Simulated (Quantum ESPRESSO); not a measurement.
Zr3Mo2LiSnAu, input and log of a self-consistent run

Computed values, not a measurement. The program is pw.x of Quantum ESPRESSO 7.5 (plane-wave density functional theory). The cell is made up: eight metal atoms on a face-centred cubic lattice, with elements, volume, strain and displacements drawn at random and not relaxed, so it may be unstable or far from any real phase. PseudoDojo standard norm-conserving files set the functional (PBE unless stated); there is no spin polarisation or spin-orbit coupling, the Fermi-Dirac width of 0.25 eV means electrons at about 2900 K, and the masses in the input are unused placeholders. The tin pseudopotential is less sure than most, with forces differing by about three percent from a second method on plain tin. Heavy elements are run without spin-orbit coupling, which real alloys of them have. A spin test at this wide smearing found no moment, but such smearing suppresses magnetism that the real alloy may have.

Input:

```
&control calculation='scf', pseudo_dir='./dojo.nc.sr.pbe.v0_5.standard.upf', outdir='./o', disk_io='minimal', tprnfor=.true., tstress=.true. /
&system ibrav=0, nat=8, ntyp=5, nbnd=64, ecutwfc=79.96652505, nosym=.true., tot_charge=0,
 occupations='smearing', smearing='fd', degauss=0.0183746611
/
&electrons conv_thr=1.470e-08, electron_maxstep=70, mixing_beta=0.5 /
ATOMIC_SPECIES
Au 1.0 Au.upf
Li 1.0 Li.upf
Mo 1.0 Mo.upf
Sn 1.0 Sn.upf
Zr 1.0 Zr.upf
CELL_PARAMETERS angstrom
2.1351 4.2467 2.1852
2.2065 -4.2428 2.1061
4.3502 -0.0752 -4.2998
ATOMIC_POSITIONS angstrom
Zr -0.1207 -0.0208 -0.1126
Mo 2.3085 -0.0606 -2.182
Li 2.2985 -2.2167 -0.0304
Mo 4.2992 -2.1796 -2.0337
Zr 2.0583 2.2093 -0.0456
Sn 4.2719 2.1855 -2.1676
Au 2.1865 0.1721 2.2871
Zr 4.2881 -0.0297 -0.0496
K_POINTS automatic
5 5 4 1 1 1
```

The log is shortened where brackets say so; the opening notice, blank lines, dates and the lines on written files are dropped, and the path of the files is cut. It prints rydbergs, bohrs and kilobars, and counts compression as positive stress. Its total energy is the free energy E - TS of the whole cell.

```
     Program PWSCF v.7.5
     Parallel version (MPI & OpenMP), running on       4 processor cores
     Number of MPI processes:                 4
     Threads/MPI process:                     1
     [start-up lines left out]
     bravais-lattice index     =            0
     lattice parameter (alat)  =       9.8860  a.u.
     unit-cell volume          =    1069.3248 (a.u.)^3
     number of atoms/cell      =            8
     number of atomic types    =            5
     number of electrons       =       100.00
     number of Kohn-Sham states=           64
     kinetic-energy cutoff     =      79.9665  Ry
     charge density cutoff     =     319.8661  Ry
     scf convergence threshold =      1.5E-08
     mixing beta               =       0.5000
     number of iterations used =            8  plain     mixing
     Exchange-correlation= PBE
                           (   1   4   3   4   0   0   0)
     [axes and pseudopotential details left out]
   Cartesian axes
     site n.     atom                  positions (alat units)
         1        Zr     tau(   1) = (  -0.0230719  -0.0039759  -0.0215236  )
         2        Mo     tau(   2) = (   0.4412723  -0.0115838  -0.4170917  )
         3        Li     tau(   3) = (   0.4393608  -0.4237246  -0.0058110  )
         4        Mo     tau(   4) = (   0.8217968  -0.4166329  -0.3887440  )
         5        Zr     tau(   5) = (   0.3934463   0.4223101  -0.0087165  )
         6        Sn     tau(   6) = (   0.8165784   0.4177607  -0.4143391  )
         7        Au     tau(   7) = (   0.4179519   0.0328971   0.4371817  )
         8        Zr     tau(   8) = (   0.8196750  -0.0056772  -0.0094811  )
     number of k points=    50  Fermi-Dirac smearing, width (Ry)=  0.0184
                       cart. coord. in units 2pi/alat
        k(    1) = (   0.1956674   0.0012184   0.0458551), wk =   0.0400000
        k(    2) = (   0.3460119   0.0039001  -0.1062540), wk =   0.0400000
     [further k points left out]
     Dense  grid:   103281 G-vectors     FFT dimensions: (  60,  60,  72)
     Estimated max dynamical RAM per process >     342.40 MB
     Estimated total dynamical RAM >       1.26 GB
     Initial potential from superposition of free atoms
     starting charge      99.9838, renormalised to     100.0000
     Starting wfcs are   71 randomized atomic wfcs
     total cpu time spent up to now is        7.4 secs
     per-process dynamical memory:   267.5 Mb
     Self-consistent Calculation
     iteration #  1     ecut=    79.97 Ry     beta= 0.50
     Davidson diagonalization with overlap
     ethr =  1.00E-02,  avg # of iterations =  2.3
     total cpu time spent up to now is       21.7 secs
     total energy              =   -1051.71428519 Ry
     estimated scf accuracy    <       2.73107506 Ry
     iteration #  2     ecut=    79.97 Ry     beta= 0.50
     Davidson diagonalization with overlap
     ethr =  2.73E-03,  avg # of iterations =  4.2
     total cpu time spent up to now is       38.9 secs
     total energy              =   -1051.55816709 Ry
     estimated scf accuracy    <      19.15674324 Ry
     iteration #  3     ecut=    79.97 Ry     beta= 0.50
     Davidson diagonalization with overlap
     ethr =  2.73E-03,  avg # of iterations =  2.6
     total cpu time spent up to now is       53.1 secs
     total energy              =   -1053.04288132 Ry
     estimated scf accuracy    <       1.90207249 Ry
     iteration #  4     ecut=    79.97 Ry     beta= 0.50
     Davidson diagonalization with overlap
     ethr =  1.90E-03,  avg # of iterations =  2.0
     total cpu time spent up to now is       65.9 secs
     total energy              =   -1053.21380746 Ry
     estimated scf accuracy    <       0.26064444 Ry
     iteration #  5     ecut=    79.97 Ry     beta= 0.50
     Davidson diagonalization with overlap
     ethr =  2.61E-04,  avg # of iterations =  5.2
     total cpu time spent up to now is       81.6 secs
     total energy              =   -1053.22374019 Ry
     estimated scf accuracy    <       0.05662411 Ry
     [iterations 6 to 11 left out]
     iteration # 12     ecut=    79.97 Ry     beta= 0.50
     Davidson diagonalization with overlap
     ethr =  1.17E-08,  avg # of iterations =  5.2
     total cpu time spent up to now is      193.7 secs
     total energy              =   -1053.23944435 Ry
     estimated scf accuracy    <       0.00000250 Ry
     iteration # 13     ecut=    79.97 Ry     beta= 0.50
     Davidson diagonalization with overlap
     ethr =  2.50E-09,  avg # of iterations =  2.0
     total cpu time spent up to now is      210.3 secs
     total energy              =   -1053.23944460 Ry
     estimated scf accuracy    <       0.00000020 Ry
     iteration # 14     ecut=    79.97 Ry     beta= 0.50
     Davidson diagonalization with overlap
     ethr =  1.98E-10,  avg # of iterations =  2.5
     total cpu time spent up to now is      224.3 secs
     total energy              =   -1053.23944462 Ry
     estimated scf accuracy    <       0.00000003 Ry
     iteration # 15     ecut=    79.97 Ry     beta= 0.50
     Davidson diagonalization with overlap
     ethr =  3.24E-11,  avg # of iterations =  4.3
     total cpu time spent up to now is      240.1 secs
     total energy              =   -1053.23944463 Ry
     estimated scf accuracy    <       0.00000001 Ry
     iteration # 16     ecut=    79.97 Ry     beta= 0.50
     Davidson diagonalization with overlap
     ethr =  1.48E-11,  avg # of iterations =  2.1
     total cpu time spent up to now is      256.1 secs
     End of self-consistent calculation
     [lines on levels left out]
!    total energy              =   -1053.23944462 Ry
     estimated scf accuracy    <       0.00000001 Ry
     smearing contrib. (-TS)   =      -0.12606708 Ry
     internal energy E=F+TS    =   -1053.11337754 Ry
     The total energy is F=E-TS. E is the sum of the following terms:
     one-electron contribution =    -326.41979693 Ry
     hartree contribution      =     207.99660493 Ry
     xc contribution           =    -200.86785094 Ry
     ewald contribution        =    -733.82233460 Ry
     convergence has been achieved in  16 iterations
     Forces acting on atoms (cartesian axes, Ry/au):
     atom    1 type  5   force =     0.04522856    0.02498592    0.04512824
     atom    2 type  3   force =    -0.02042372    0.00530579   -0.00377300
     atom    3 type  2   force =    -0.02466642    0.00796618   -0.00803118
     atom    4 type  3   force =    -0.00966000   -0.00110035    0.00117125
     atom    5 type  5   force =     0.01848255   -0.03644526    0.00853749
     atom    6 type  4   force =    -0.00845758   -0.04519659    0.01395327
     atom    7 type  1   force =    -0.00111023    0.01016302   -0.05725132
     atom    8 type  5   force =     0.00060683    0.03432129    0.00026525
     Total force =     0.120874     Total SCF correction =     0.000260
     Computing stress (Cartesian axis) and pressure
          total   stress  (Ry/bohr**3)                   (kbar)     P=      -16.30
  -0.00022299   0.00010163  -0.00001666          -32.80       14.95       -2.45
   0.00010163   0.00004119  -0.00007612           14.95        6.06      -11.20
  -0.00001666  -0.00007612  -0.00015057           -2.45      -11.20      -22.15
     init_run     :      6.94s CPU      7.19s WALL (       1 calls)
     electrons    :    243.36s CPU    248.73s WALL (       1 calls)
     forces       :      1.97s CPU      1.99s WALL (       1 calls)
     stress       :      7.38s CPU      7.38s WALL (       1 calls)
     [timing details left out]
     PWSCF        :   4m19.84s CPU   4m25.57s WALL
     JOB DONE.
```

In other units: free energy -14330.053 eV for the cell, pressure -1.63 GPa, largest force component 1.472 eV/Å in size. The run took 267 s of wall time with four MPI processes on a shared machine (Intel Xeon, older, virtual cores), so the time is rough. A rerun of this cell at a higher cutoff and on a denser mesh moved values by no more than 0.003 eV in energy, 0.02 GPa in stress and 0.005 eV/Å in force, and a second program with other atomic files agreed on that cell to 2 % rms in force and 0.5 GPa in pressure.